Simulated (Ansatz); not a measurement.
A (102) slab of Al (P6_3/mmc (No. 194)), 18 planes, outer planes Al (top) and Al (bottom), with 24 atoms (Al24) in a surface cell of A = 29.556 Å², as cut from the bulk:

```yaml
crystal:
  lattice:
    - [2.82220, 0.00000, 0.00000]
    - [0.00000, 10.47283, 0.00000]
    - [0.00000, 0.00000, 26.52817]
  atoms:
    - { symbol: Al, position: [0.50000, 0.84077, 0.28272] }
    - { symbol: Al, position: [0.50000, 0.10893, 0.29630] }
    - { symbol: Al, position: [0.00000, 0.60893, 0.29630] }
    - { symbol: Al, position: [0.50000, 0.37708, 0.30988] }
    - { symbol: Al, position: [0.00000, 0.94970, 0.36420] }
    - { symbol: Al, position: [0.00000, 0.21786, 0.37778] }
    - { symbol: Al, position: [0.50000, 0.71786, 0.37778] }
    - { symbol: Al, position: [0.00000, 0.48601, 0.39136] }
    - { symbol: Al, position: [0.50000, 0.05863, 0.44568] }
    - { symbol: Al, position: [0.50000, 0.32678, 0.45926] }
    - { symbol: Al, position: [0.00000, 0.82678, 0.45926] }
    - { symbol: Al, position: [0.50000, 0.59494, 0.47284] }
    - { symbol: Al, position: [0.00000, 0.16756, 0.52716] }
    - { symbol: Al, position: [0.00000, 0.43571, 0.54074] }
    - { symbol: Al, position: [0.50000, 0.93571, 0.54074] }
    - { symbol: Al, position: [0.00000, 0.70387, 0.55432] }
    - { symbol: Al, position: [0.50000, 0.27648, 0.60864] }
    - { symbol: Al, position: [0.50000, 0.54464, 0.62222] }
    - { symbol: Al, position: [0.00000, 0.04464, 0.62222] }
    - { symbol: Al, position: [0.50000, 0.81279, 0.63580] }
    - { symbol: Al, position: [0.00000, 0.38541, 0.69012] }
    - { symbol: Al, position: [0.00000, 0.65357, 0.70370] }
    - { symbol: Al, position: [0.50000, 0.15357, 0.70370] }
    - { symbol: Al, position: [0.00000, 0.92172, 0.71728] }
```

These are results of DFT r2SCAN, scalar-relativistic, plane waves, PAW (Ansatz 0.2.0), not measurements. Settings: cutoff 500 eV, Γ-centred mesh 12×4×1 on the computed 24-atom cell, Gaussian smearing of 0.10 eV; no spin polarisation. The cell repeats along c with a dipole correction in the vacuum.

Against the same 24 atoms in the bulk, the slab as cut lies 3.712 eV higher and the relaxed slab 3.690 eV higher.

(1) Work out the surface energy before and after relaxation.

(2) What is the ideal work of this cut, per area?

## Answers

(1) The slab has two faces, so γ = (E_slab − N·E_bulk)/(2A), the mean of both. As cut: 3.712/(2 × 29.556) = 0.0628 eV/Å², and 1 eV/Å² = 16.02 J/m², so γ = 1.01 J/m². Relaxed: 3.690/(2 × 29.556) = 0.0624 eV/Å² = 1.00 J/m². Relaxation recovers 0.6 % of the cost of cutting.

(2) Griffith's ideal work is 2γ: 2.01 J/m² if the new faces stay rigid, 2.00 J/m² if they relax. Other cuts parallel to this plane can cost less. One thickness was run, 18 planes, so γ can still shift with it.

The reference crystal is a form of Al, which isn't its usual structure.